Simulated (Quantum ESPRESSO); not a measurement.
# AlInMgSc5: a guest atom moved from site to site

A calculation, not a measurement. The program is pw.x of Quantum ESPRESSO 7.5 (plane-wave density functional theory). The cell is made up: eight metal atoms on a hexagonal close-packed lattice, with elements, volume, strain and displacements drawn at random and not relaxed, so it may be unstable or far from any real phase. PseudoDojo standard norm-conserving files set the functional (PBE unless stated); there is no spin polarisation or spin-orbit coupling, the Fermi-Dirac width of 0.25 eV means electrons at about 2900 K, and the masses in the input are unused placeholders. A spin test at this wide smearing found no moment, but such smearing suppresses magnetism that the real alloy may have.

The runs move one Mg atom among sites that otherwise hold Sc. Cell, positions, cutoff, mesh and smearing stay as in the input of run 1; sites are counted in its order. Stress in the tables is positive in tension.

Input of run 1:

```
&control calculation='scf', pseudo_dir='./dojo.nc.sr.pbe.v0_5.standard.upf', outdir='./o', disk_io='minimal', tprnfor=.true., tstress=.true. /
&system ibrav=0, nat=8, ntyp=4, nbnd=55, ecutwfc=84.00895049, nosym=.true., tot_charge=0,
 occupations='smearing', smearing='fd', degauss=0.0183746611
/
&electrons conv_thr=1.470e-08, electron_maxstep=70, mixing_beta=0.5 /
ATOMIC_SPECIES
Al 1.0 Al.upf
In 1.0 In.upf
Mg 1.0 Mg.upf
Sc 1.0 Sc.upf
CELL_PARAMETERS angstrom
0.0213 -0.0332 5.194
6.4195 -0.0238 0.0268
-3.2303 5.719 -0.0495
ATOMIC_POSITIONS angstrom
Al -0.0336 0.0083 0.0246
In -1.6141 2.8461 -0.0387
Mg 3.2319 -0.0825 0.078
Sc 1.6004 2.8323 0.0163
Sc 0.0003 1.8873 2.546
Sc -1.6142 4.755 2.5657
Sc 3.1658 1.8811 2.5876
Sc 1.6164 4.7789 2.5886
K_POINTS automatic
5 4 4 1 1 1
```

```
run  elements on sites 1 to 8  free energy less that of run 1 (eV)  -TS (eV)  pressure (GPa)  stress xx (GPa)  stress yy (GPa)  stress zz (GPa)  stress yz (GPa)  stress xz (GPa)  stress xy (GPa)  iterations
  1   Al In Mg Sc Sc Sc Sc Sc                                0.000    -2.062           -1.35             0.30             1.93             1.82            -0.24             0.21             0.51          15
  2   Al In Sc Mg Sc Sc Sc Sc                                0.006    -2.066           -1.36             0.57             1.69             1.81            -0.25             0.20             0.37          15
  3   Al In Sc Sc Mg Sc Sc Sc                                0.097    -1.997           -1.50             0.76             1.89             1.84            -0.14             0.21             0.86          16
  4   Al In Sc Sc Sc Mg Sc Sc                                0.083    -1.988           -1.48             0.67             1.97             1.81            -0.24             0.17             0.95          15
  5   Al In Sc Sc Sc Sc Sc Mg                               -0.324    -1.933           -2.17             1.52             2.61             2.38            -0.30             0.25             0.87          15
```

Forces Fx Fy Fz (eV/Å):

| site | run 1 | run 2 | run 3 | run 4 | run 5 |
| --- | --- | --- | --- | --- | --- |
| 1 | -0.02 0.07 -0.06 | 0.11 -0.14 -0.06 | 0.03 -0.33 -0.02 | -0.23 0.08 -0.05 | 0.20 0.02 -0.06 |
| 2 | -0.06 -0.13 0.00 | -0.19 0.06 0.00 | -0.32 0.01 0.00 | -0.16 -0.26 0.01 | -0.11 -0.04 0.04 |
| 3 | -0.01 0.27 -0.20 | -0.05 0.32 -0.27 | 0.02 0.42 -0.26 | -0.01 0.37 -0.22 | -0.03 0.44 -0.26 |
| 4 | 0.05 0.11 -0.18 | 0.08 0.08 -0.14 | 0.11 0.14 -0.16 | 0.16 0.14 -0.18 | 0.16 0.03 -0.18 |
| 5 | -0.09 -0.18 0.16 | -0.20 -0.20 0.16 | 0.03 -0.03 0.12 | -0.06 -0.14 0.13 | -0.20 -0.11 0.15 |
| 6 | -0.35 -0.03 0.06 | -0.24 0.00 0.09 | -0.21 0.02 0.09 | -0.06 0.07 0.09 | -0.26 -0.12 0.10 |
| 7 | 0.27 0.03 0.13 | 0.34 -0.11 0.13 | 0.25 -0.15 0.13 | 0.21 -0.07 0.14 | 0.30 -0.05 0.15 |
| 8 | 0.21 -0.13 0.09 | 0.16 -0.02 0.09 | 0.09 -0.07 0.11 | 0.16 -0.19 0.08 | -0.05 -0.17 0.06 |

The sites are displaced and not relaxed, so the energy differences hold strain from misfit and are not ordering energies. A rerun of one cell of this series at a higher cutoff and on a denser mesh moved values by no more than 0.005 eV in energy, 0.07 GPa in stress and 0.007 eV/Å in force, and a second program with other atomic files agreed on that cell to 2 % rms in force and 0.5 GPa in pressure.